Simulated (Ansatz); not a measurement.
A geometry of Li2CrCl4 away from equilibrium: the start of the relaxation of a generated cell, Li2CrCl4 placed in the AFLOW prototype A2BC4_tI14_82_bc_a_g (E3, as in Al2CdS4). Level of theory: PBE (plane waves to 420 eV, PAW, scalar-relativistic; Ansatz, a quantum-chemistry and plane-wave program). Γ-centred k-mesh 6×6×6 on the run's cell (coarser than for final values), Fermi–Dirac smearing 0.05 eV.

```xyz
7
Lattice="-2.7114 2.7114 5.0319 2.7114 -2.7114 5.0319 2.7114 2.7114 -5.0319" Properties=species:S:1:pos:R:3 pbc="T T T"
Li     0.0000     0.0000     5.0319
Li     2.7114     0.0000     2.5160
Cr     0.0000     0.0000     0.0000
Cl     1.3557    -1.3015     6.3402
Cl     1.3557     4.0128     1.3083
Cl     1.4099     1.3557    -1.3083
Cl     1.3015     1.3557     3.7236
```
Spin-polarised start, with parallel moments on Cr.

Q: Give the Cartesian forces on all atoms (eV/Å).

A: 
| atom | Fx | Fy | Fz |
|---|---|---|---|
| Li1 | 0.00 | 0.00 | 0.00 |
| Li2 | 0.00 | 0.00 | 0.00 |
| Cr3 | 0.00 | 0.00 | 0.00 |
| Cl4 | 0.09 | -0.05 | -0.16 |
| Cl5 | -0.09 | 0.05 | -0.16 |
| Cl6 | -0.05 | -0.09 | 0.16 |
| Cl7 | 0.05 | 0.09 | 0.16 |

Q: What is the pressure?

A: +2.8 GPa, compression positive.

Q: How far above the relaxed end point is this geometry?

A: 0.06 eV/atom; the path ends in I-4 (No. 82).

Spin state reached: ferromagnetic (net 0.57 μB/atom), from parallel starting moments; other spin orders were not run from this start. The d or f electrons are treated with no Hubbard U.

The run could not lose the symmetry of its start, so the end can be a saddle point.

The end of the path is a generated cell of Li2CrCl4: the first start was made by placing the elements on the sites of a structure type, and the end was not matched to a known phase here, so it may be hypothetical.
